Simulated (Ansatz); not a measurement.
**Ba$_{3}$Yb$_{2}$TeO$_{5}$, a disordered cell**

```
CELL_PARAMETERS angstrom
5.80101 0.68718 0.35956
-1.74032 5.99859 -0.03404
-0.07006 -0.39654 6.38191
ATOMIC_POSITIONS crystal
Yb 0.97546 0.88343 0.17212
Yb 0.24778 0.58859 0.88212
Ba 0.57144 0.89052 0.54626
Ba 0.71376 0.37664 0.82487
Ba 0.11997 0.37000 0.40589
Te 0.61152 0.29099 0.28553
O 0.58005 0.71167 0.10340
O 0.31870 0.72583 0.23931
O 0.05384 0.22619 0.99325
O 0.58814 0.00080 0.05041
O 0.27848 0.20302 0.73618
```

Single point in Ansatz 0.2.0 with PBE, no spin polarisation. Cutoff 420 eV, PAW datasets, 3×3×3 Γ-centred k mesh, fermi-dirac filling (width 0.1 eV).

(1) What do density and ELF say about some of the short contacts?

(2) What is the formation energy?

(3) Is the cell too large or too small?

(4) Where is the largest force?

(5) What happens at the Fermi level?

(6) Which element gives electrons and which takes them?

Origin: a disordered cell, so it need not be a known compound. Caveats: no spin polarisation, so a magnetic state may lie lower; the k mesh is coarse if the cell is a metal; atoms or cell far from equilibrium; f levels without a U or exact exchange are poorly placed.

Answers

(1) O–O at 1.74 Å: least valence density 0.87 e/Å³ and ELF 0.29 there. Te–O at 2.27 Å: least valence density 0.49 e/Å³ and ELF 0.33 there. Yb–O at 2.42 Å: least valence density 0.31 e/Å³ and ELF 0.12 there. Both are smooth PAW fields, read partly inside the augmentation spheres.

(2) -0.81 eV an atom against the elements' usual phases (free molecules for gases, crystals otherwise, with no correction for O₂ or N₂), so it is bound against them; other compounds may still compete. Relaxing would lower it.

(3) The pressure is 6.8 GPa (compression positive), so with the atoms held at these fractions the cell would first expand; the forces are large, so a full relaxation may end otherwise. The principal stresses -0.8, 3.5, 17.6 GPa differ, so its shape would change too.

(4) The largest is on O8: 4.84 eV/Å, components (-4.42, -1.09, 1.64). It makes 170° with the line to a nearest neighbour, O7 at 1.74 Å, pointing away from it.

(5) It is a metal, with about 7.9 states/eV a cell as the mean within 0.25 eV of the Fermi level, mostly O p (48 %) and Yb d (13 %).

(6) Bader charges in e: Ba +1.00 to +1.07, Yb +1.09 to +1.23, Te -0.55, O -1.11 to -0.76. In the mean Yb gives up most and O takes most.
